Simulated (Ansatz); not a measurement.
Li (fcc (Cu type), Fm-3m) under volume change, LDA (plane waves, PAW; program Ansatz), scaled uniformly.

| V (Å³/atom) | E − E(relaxed) (meV/atom) | P (GPa) |
|---|---|---|
| 17.262 | [?] | [?] |
| 17.831 | 3.5 | 1.02 |
| 18.400 | 0.8 | 0.48 |
| 18.969 | 0.0 | 0.00 |
| 19.538 | 0.8 | -0.42 |
| 20.107 | [?] | [?] |
| 20.676 | 6.3 | -1.11 |

Q: Fill in the missing entries.

A: 
- 20.107, E − E(relaxed) (meV/atom): 2.9
- 20.107, P (GPa): -0.79
- 17.262, E − E(relaxed) (meV/atom): 8.2
- 17.262, P (GPa): 1.65

Q: What does a third-order Birch–Murnaghan fit give for V₀, B₀ and B′?

A: V₀ = 18.97 Å³/atom, B₀ = 14.9 GPa, B′ = 3.3.

The first step of the workflow began from a Materials Project structure, measured or hypothetical; the Crystallography Open Database files this formula in space group No. 225, but the cells were not matched. It is not the phase usual at ambient conditions (space group No. 229). Symmetry was held in the LDA relaxation; whether a distortion lowers the energy is not shown.

Potentials: the earlier of the program's two PAW sets. The files were generated under PBE; for other functionals the program regenerates the frozen cores, and for LDA and PBEsol the local potential too.
